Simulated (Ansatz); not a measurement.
# Ag (bcc): energy against volume

The calculation used Ansatz 0.2.0, DFT, r2SCAN, plane waves (500 eV) with PAW, scalar-relativistic. The PAW files were generated under PBE, with cores re-solved for the functional.

The cell is scaled uniformly from the relaxed one, with fractional coordinates and shape fixed. Energies are extrapolated to zero smearing, pressures are those at the given smearing. Magnetic state: spin not included.

A Birch-Murnaghan fit gives V₀ = 17.41 Å³/atom, B₀ = 101 GPa, B₀′ = 5.6.

Task: What are the energy above the minimum and the pressure at 16.055 Å³/atom?

Result: 39.6 meV/atom and 10.26 GPa as computed.

Task: What are the energy above the minimum and the pressure at 16.753 Å³/atom?

Result: 8.5 meV/atom and 4.31 GPa as computed.

Task: What are the energy above the minimum and the pressure at 19.546 Å³/atom?

Result: 63.8 meV/atom and -8.41 GPa as computed.
